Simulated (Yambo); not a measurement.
G0W0@PBE for CdS (wurtzite, space group P6_3mc, No. 186) in Yambo. Reference settings: 3×3×2 Γ-centred k mesh, bands 9 to 195 and a 8 Ry block in the screening, 195 bands in G with the Bruneval-Gonze terminator, plasmon pole fitted at 27.2 eV. The PBE gap Γ → Γ on this mesh is 1.16 eV; G0W0 gaps are taken between the same points.

With and without the terminator, as bands are cut:

```tsv
bands in G (in W)	gap, terminator (eV)	gap, none (eV)	valence shift, terminator (eV)	valence shift, none (eV)
76 (195)	2.142	1.990	-0.727	-0.271
127 (195)	2.133	2.038	-0.753	-0.517
195 (195)	2.134	2.087	-0.760	-0.647
```

Over this range the gap spans 0.009 eV with the terminator and 0.097 eV without, the valence shift 0.033 eV and 0.376 eV. Neither column has reached its limit for certain.

Spin-orbit coupling is not included.

Geometry of the Materials Project entry, not relaxed at this level; primitive cell a = 4.169 Å, b = 4.169 Å, c = 6.780 Å, α = 90.00°, β = 90.00°, γ = 120.00°.

A shift is the quasiparticle energy of the state minus its PBE energy.
